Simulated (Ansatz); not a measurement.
All numbers below come from DFT, LDA (PW92), plane waves (420 eV) with PAW, scalar-relativistic in Ansatz. (PAW data from PBE, frozen cores regenerated.)

An element in the fcc structure gives this curve. The cell is scaled uniformly from the relaxed one, with fractional coordinates and shape fixed. Energies are extrapolated to zero smearing, pressures are those at the given smearing. Magnetic state: spin not included.

| V (Å³/atom) | E − E₀ (meV/atom) | P (GPa) |
| --- | --- | --- |
| 12.656 | 328.7 | 68.32 |
| 13.231 | 135.3 | 40.60 |
| 13.807 | 31.4 | 18.22 |
| 14.382 | -0.1 | 0.15 |
| 14.957 | 26.9 | -14.41 |
| 15.532 | 101.1 | -26.10 |
| 16.108 | 212.9 | -35.42 |

(1) Which element is it?
A. aluminium
B. rhodium
C. rhenium
D. zinc

## Answers

(1) C. Its fit is V₀ = 14.38 Å³/atom, B₀ = 404 GPa, B₀′ = 4.3.
